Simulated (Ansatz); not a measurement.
Starting cell, MoS$_{2}$ (2H-MoS2 type, space group P6_3/mmc):

```xyz
6
Lattice="3.1089 0.0000 0.0000 -1.5545 2.6924 0.0000 0.0000 0.0000 11.7079" Properties=species:S:1:pos:R:3 pbc="T T T"
Mo     0.0000     1.7949     2.9270
Mo     1.5545     0.8975     8.7809
S      0.0000     1.7949     7.2177
S      1.5545     0.8975     1.3637
S      1.5545     0.8975     4.4903
S      0.0000     1.7949    10.3442
```

In each cell atom 3 (S, nearest neighbour Mo at 2.380 Å; its periodic images, 3.1 Å or more away, move with it) moves by s·(0.577, 0.577, 0.577) (along Cartesian [111]), the rest being held.

All values below come from PBEsol-D3(BJ) (plane waves to 420 eV, PAW, scalar-relativistic; Ansatz, a program for electronic structure). k mesh 10×10×3 (Γ-centred), Fermi-Dirac smearing 0.05 eV. Energies are smeared free energies. MoS2 is run without spin polarisation. MoS2 was relaxed with its symmetry unable to fall. The zero of ΔE is the undisplaced structure.

```csv
s (Å),ΔE (meV/cell)
-0.240,307
-0.192,205
-0.144,120
-0.096,56
-0.048,14
0.000,0
0.048,16
0.096,65
0.144,151
0.192,278
0.240,449
```

### Question
What force constant k = d²E/ds² at s = 0 does the table give?

### Answer
13 eV/Å². It is the second difference of the nearest points, corrected with the next pair.

### Question
With k = 13.06 eV/Å² from the forces, is the well harmonic out to s = 0.240 Å?

### Answer
½ks² = 376 meV/cell against the computed 449 meV/cell, so the well is stiffer than harmonic there.

(A displaced cell: forces are minus the slopes of the energy, force constants its curvatures, and phonons follow from these.)
